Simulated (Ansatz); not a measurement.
Computed properties of TiZn$_{2}$O$_{4}$

TiZn$_{2}$O$_{4}$:
```
TiZn2O4
1.0
   -2.93355     2.96936     4.30914
    2.93355    -2.96936     4.30914
    2.93355     2.96936    -4.30914
Ti Zn O
2 4 8
Direct
  0.50000   0.50000   0.00000
  0.00000   0.50000   0.50000
  0.88899   0.13899   0.75000
  0.11101   0.86101   0.25000
  0.50000   0.50000   0.50000
  0.50000   0.00000   0.00000
  0.28770   0.27455   0.01315
  0.71230   0.72545   0.98685
  0.76141   0.27455   0.48685
  0.23859   0.72545   0.51315
  0.75379   0.27916   0.02537
  0.24621   0.72084   0.97463
  0.75379   0.72842   0.47463
  0.24621   0.27158   0.52537
```

Space group Imma (No. 74); conventional cell a = 5.867 Å, b = 5.939 Å, c = 8.618 Å, α = β = γ = 90.00°.

Method: plane-wave PAW PBEsol (Ansatz code). The cell and atoms are relaxed at this level. Other levels are named where they apply.

Cell and energy:

- Volume per atom: 10.72 Å³
- Density: 5.37 g/cm³
- Formation energy from the elements (no fitted shifts): -2.11 eV/atom

Electronic structure:

- Band gap: 1.45 eV (indirect)
- Valence-band maximum: at X (k = 0.500, 0.500, 0.500 in fractions of the reciprocal vectors)
- Conduction-band minimum: at Γ
- Smallest direct gap on the standard path: 1.71 eV
- Electron effective mass: 0.61, 0.94, 1.1 mₑ (principal values)
- HSE06 gap on the PBEsol cell: 3.14 eV

Mechanics:

- Bulk modulus (Birch–Murnaghan fit): 1700 kbar
- Pressure derivative B′: 4.8
- Elastic constants (relaxed ions, GPa): C11 = 248, C22 = 332, C33 = 219, C12 = 99.9, C13 = 146, C23 = 131, C44 = 77.3, C55 = 73.7, C66 = 36.7
- Mechanical stability: stable (all eigenvalues of C positive)
- Hill bulk and shear moduli: 172 and 61.0 GPa
- Young's modulus: 164 GPa
- Poisson's ratio: 0.34
- Debye temperature from the elastic constants: 511 K

Dielectric response:

- Electronic dielectric constant ε∞ (DFPT) = 5.00 (xx), 5.91 (yy), 5.82 (zz)
- Born charges (a third of the trace) = Ti +5.40, Zn +2.24 to +2.47, O -2.67 to -2.38 e

Phonons:

Highest zone-centre frequency (without LO–TO term): 83.3 meV
Zone-centre stability: unstable, softest mode 36i cm⁻¹

The first step of the workflow began from a Materials Project structure, measured or hypothetical; the Crystallography Open Database copy checked does not list it. COD files the formula under space group No. 95. Whether it is the stable phase at ambient conditions was not checked. Symmetry was held in the PBEsol relaxation; phonons show weakly imaginary modes. The run is not spin-polarised. The references are the lowest solids computed at this level, not always the standard phases (solids in place of the gases).

Potentials: the later of the program's two PAW sets.
